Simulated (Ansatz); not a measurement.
# Notes on CuSiTe

```
Si Cu Te
1.0
     3.62440    0.00000    0.00000
     0.00000    3.62440    0.00000
     0.00000    0.00000    9.39004
Si Cu Te
2 2 2
Cartesian
  0.0000 0.0000 0.0000
  1.8122 1.8122 0.0000
  0.0000 1.8122 2.1597
  1.8122 0.0000 7.2303
  0.0000 1.8122 6.0096
  1.8122 0.0000 3.3804
```

Method: PBE, no spin polarisation; PAW, plane waves to 420 eV, 9×9×4 Γ-centred mesh, fermi-dirac occupations (width 0.1 eV) (Ansatz 0.2.0), atoms fixed.

Problem. What is the formation energy?

Solution. 0.36 eV an atom against the elements' usual phases (free molecules for gases, crystals otherwise, with no correction for O₂ or N₂), so at this geometry it isn't bound against them. Relaxing would lower it.

Problem. Where is the largest force?

Solution. The largest is on Cu3 (and as large on other atoms): 0.47 eV/Å, components (0.00, 0.00, -0.47). It makes 40° with the line to a nearest neighbour, Si1 at 2.82 Å, pointing towards it.

Problem. How is the charge shared?

Solution. Bader charges in e: Cu +0.17, Si -0.02, Te -0.15. In the mean Cu gives up most and Te takes most.

Problem. What does the stress say?

Solution. The pressure is -4.6 GPa (compression positive), so with the atoms held at these fractions the cell would first shrink.

Problem. Is there a gap?

Solution. It is a metal, with about 3.6 states/eV a cell as the mean within 0.25 eV of the Fermi level, mostly Te p (51 %) and Si p (23 %).

Origin: a known structure type with other elements, at an estimated volume, so it need not be a known compound.
